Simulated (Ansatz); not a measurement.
Computed with DFT PBE, scalar-relativistic, plane waves, PAW (Ansatz). Settings: cutoff 420 eV, Γ-centred meshes spaced at most about 0.3 Å⁻¹, and about 0.25 Å⁻¹ or finer for metals (2π included), Gaussian smearing. No spin polarisation in the final relaxations.

Temperature and zero-point effects are left out. Lower structures may exist.

Question: Which of these relaxed structures of LiGeN is the lowest in energy?
A.

```
Li Ge N
1.0
     3.01537    0.00000    0.00000
    -1.50769    2.61139    0.00000
     0.00000    0.00000    9.42993
Li Ge N
2 2 2
Direct
  0.66667 0.33333 0.74164
  0.33333 0.66667 0.24164
  0.00000 0.00000 0.49860
  0.00000 0.00000 0.99860
  0.33333 0.66667 0.60440
  0.66667 0.33333 0.10440
```

B.

```
Li Ge N
1.0
     1.50728   -4.86441    0.00000
     1.50728    4.86441    0.00000
     0.00000    0.00000    4.85863
Li Ge N
2 2 2
Direct
  0.76570 0.23430 0.25000
  0.23430 0.76570 0.75000
  0.50000 0.50000 0.00000
  0.50000 0.50000 0.50000
  0.12094 0.87906 0.25000
  0.87906 0.12094 0.75000
```

C.

```
Li Ge N
1.0
     3.17914    0.00000    0.00000
     0.00000    3.17914    0.00000
     0.00000    0.00000    3.79199
Li Ge N
1 1 1
Cartesian
  1.5896 1.5896 0.0000
  0.0000 0.0000 1.8960
  0.0000 0.0000 0.0000
```

D.

```
Li Ge N
1.0
     3.19366    0.00000    0.00000
     0.00000    3.61224    0.00000
     0.00000    0.00000    9.89117
Li Ge N
2 2 2
Direct
  0.00000 0.00000 0.71295
  0.00000 0.00000 0.28705
  0.50000 0.50000 0.87650
  0.50000 0.50000 0.12350
  0.00000 0.50000 0.22514
  0.00000 0.50000 0.77486
```

Answer: A. It has space group P6_3mc (No. 186); the next, D, with space group Pmmm (No. 47), lies 0.35 eV/atom higher. Counting N atoms around Ge and Li (those within 1.25 times the shortest such distance or 1.15 times the sum of covalent radii, 1.27 where that leaves under three), the lowest has Li 3, Ge 3 and the next has Li 2, Ge 2. The next holds Ge–Ge pairs (shortest 2.44 Å); in the lowest the shortest Ge–Ge distance is 3.02 Å.

Weakly bound directions are ill-defined at this level, which has no dispersion term (Pmmm), and this can change margins and order among such cells. The P6_3mc cell at 12.4 Å³/atom was relaxed from a Materials Project cell. With atoms moved at random, P6_3mc came back. Other cells relaxed within their symmetry can be saddle points. Some types were kept out of the candidates beforehand, so the set may lack a known form.
